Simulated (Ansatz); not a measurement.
PdSTe (Janus 1T monolayer) was relaxed with 5 functionals in the plane-wave code Ansatz, cell and atoms free, the symmetry of the start kept (meshes: PBE 12×12×1, r2SCAN 12×12×1, PBEsol 12×12×1, LDA 12×12×1, HSE06 6×6×1). The calculation is spin-unpolarised, and the structure need not be a phase that has been made.

The HSE06 result:
```yaml
crystal:
  lattice:
    - [3.74864, 0.00000, 0.00000]
    - [-1.87432, 3.24642, 0.00000]
    - [0.00000, 0.00000, 30.17986]
  atoms:
    - { symbol: Pd, position: [0.00000, 0.00000, 0.30112] }
    - { symbol: S, position: [0.33333, 0.66667, 0.33979] }
    - { symbol: Te, position: [0.66667, 0.33333, 0.25372] }
```
Periodic in the plane only; c spans the vacuum.

The sheet's in-plane cell has a = 3.749 Å, b = 3.749 Å (γ = 120.0°), and its outermost atoms lie 2.60 Å apart along the normal. Around Pd lie 3 S at 2.46 Å and 3 Te at 2.59 Å; around S lie 3 Pd at 2.46 Å; around Te lie 3 Pd at 2.59 Å.

Q: How does the cell change with PBE?

A: a = 3.800 Å; the area differs by +2.8 % from HSE06's. Around Pd lie 3 S at 2.49 Å and 3 Te at 2.63 Å; around S lie 3 Pd at 2.49 Å; around Te lie 3 Pd at 2.63 Å.

Q: What lattice does r2SCAN give?

A: a = 3.762 Å; the area differs by +0.7 % from HSE06's. Around Pd lie 3 S at 2.48 Å and 3 Te at 2.61 Å; around S lie 3 Pd at 2.48 Å; around Te lie 3 Pd at 2.61 Å.

Q: Held at the r2SCAN cell, what mean stress do LDA and PBE find, and does its sign point to their own minimum?

A: Yes. LDA -2.68 N/m, and its relaxed area is -2.8 % from r2SCAN's; PBE +1.01 N/m, and its relaxed area is +2.0 % from r2SCAN's. Compression counts positive, so a positive stress asks for a larger cell.
